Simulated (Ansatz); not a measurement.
The end point of a relaxation of Mg2Ge. Space group Fm-3m (No. 225), anti-fluorite type. Method: PBEsol (plane waves to 420 eV, PAW, scalar-relativistic; Ansatz, a program for electronic structure).

```cif
data_Ge4Mg8
_chemical_formula_sum 'Ge4 Mg8'
_space_group_name_H-M_alt 'Fm-3m'
_space_group_IT_number 225
_space_group_name_Hall '-F 4 2 3'
_cell_length_a 6.36411
_cell_length_b 6.36411
_cell_length_c 6.36411
_cell_angle_alpha 90.000
_cell_angle_beta 90.000
_cell_angle_gamma 90.000
loop_
_atom_site_label
_atom_site_type_symbol
_atom_site_symmetry_multiplicity
_atom_site_Wyckoff_symbol
_atom_site_fract_x
_atom_site_fract_y
_atom_site_fract_z
_atom_site_occupancy
Ge1 Ge 4 a 0.00000 0.00000 0.00000 1
Mg1 Mg 8 c 0.25000 0.25000 0.25000 1
```
(The calculation used a cell of 3 atoms; values per cell refer to that cell.)

Problem. Give the band gap at the level PBEsol.

Solution. 0.08 eV, indirect (valence top at Γ, conduction bottom at X) (no spin-orbit coupling).

Problem. Give the smallest direct gap at the level PBEsol.

Solution. 1.03 eV at Γ.

No spin polarisation in the result.

Measured for Mg2Ge: gap 0.74 eV (as listed in Byungki Ryu et al., Journal of the Korean Physical Society (2019)). Computed minus measured — gap: PBEsol -0.66 eV. The computed values are for a static lattice, and a measured gap can be an optical one, lowered by exciton binding.

It was reached from a disturbed copy of a P4/mmm (No. 123) cell, against which it lies -1.18 eV/atom.
